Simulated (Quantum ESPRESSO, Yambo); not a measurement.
CaB$_{2}$C$_{2}$ (space group I4/mcm, No. 140). The geometry is that of Materials Project entry mp-10289, symmetrised and not relaxed again. Chain: PBEsol (Quantum ESPRESSO, PseudoDojo norm-conserving, 82 Ry, no spin-orbit coupling); G0W0 in Yambo (4×4×4 Γ-centred k mesh, 118 bands and a 6 Ry block in the screening, 118 bands in G with the Bruneval-Gonze terminator, plasmon pole fitted at 27.2 eV); BSE (4×4×4 mesh, 11 valence and 12 conduction bands, static screening with 63 bands and a 3 Ry block, scissor 0.58 eV, Tamm-Dancoff).

The PBEsol gap (dense path) is 0.54 eV and the PBEsol gap (0, 0, 0.25) → Z on the GW mesh is 0.62 eV. The PBEsol smallest direct gap on the GW mesh, at Z comes out as 0.74 eV and the G0W0 direct gap at that point comes out as 1.32 eV. The G0W0 correction to the gap (0, 0, 0.25) → Z is 0.40 eV and the lowest exciton is no binding energy given (see below).

Rough cost of the Yambo steps against G0W0 for 12 states: BSE about 1/2.

Nearest settings tried, and what they do to the gap: 3 Ry block (63 vectors against 173): -57 meV. Not varied: bands in G, bands in W, mesh. So the settings aren't converged at that level. The mesh misses a band edge: along a dense path the PBEsol gap is 0.54 eV against 0.62 eV on the mesh. The BSE states are vertical excitations (zero momentum); the indirect quasiparticle gap, about 0.94 eV, is smaller than the direct one (1.32 eV on the GW mesh). The lowest state covers only about 1 of the 64 k points, so the mesh doesn't resolve it: its energy and its distance from the direct gap are mesh artefacts. An extended exciton needs a far denser mesh. Axes are Cartesian, with cell vectors (Å) (-2.67, 2.67, 3.70), (2.67, -2.67, 3.70), (2.67, 2.67, -3.70).

The structure is a Materials Project entry; no match was found in the copy of COD used, and its stability was not checked.
